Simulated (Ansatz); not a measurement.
Formation energy of ZrC (NiAs-type structure)

Computed with Ansatz (plane waves, PAW, 420 eV cutoff): PBEsol, scalar-relativistic, no spin polarisation, Γ-centred 12×12×6 mesh, 0.05 eV Gaussian smearing. The datasets are Ansatz's generated set soft_2.

This is a trial structure; measured cells of the compound in the Crystallography Open Database are in space group Fm-3m (rock salt).

Symmetry: P6_3/mmc, No. 194, hexagonal system. Conventional cell: a = 3.272 Å, b = 3.272 Å, c = 5.794 Å, α = 90.00°, β = 90.00°, γ = 120.00°. Around Zr (site symmetry -3m) lie 6 C at 2.38 Å. C (site symmetry -6m2) has 6 Zr at 2.38 Å as nearest neighbours. (Neighbours are counted to 15 % beyond the shortest distance.)

The elements were computed in their standard states with the same datasets, cutoff and functional. Absolute energies hang on the potentials; compare differences alone.

Energy of the relaxed cell (4 atoms, smearing extrapolated to zero): -8752.043 eV. Elements, in eV/atom: Zr -4128.636, C -246.691.

Task: What is the formation energy?

Result: [-8752.043 − (2 × -4128.636 + 2 × -246.691)] / 4 = -0.35 eV/atom, or -33 kJ per mole of atoms.

The value is for 0 K, without zero-point energy. A negative value shows stability against the elements alone, not against other compounds or structures.
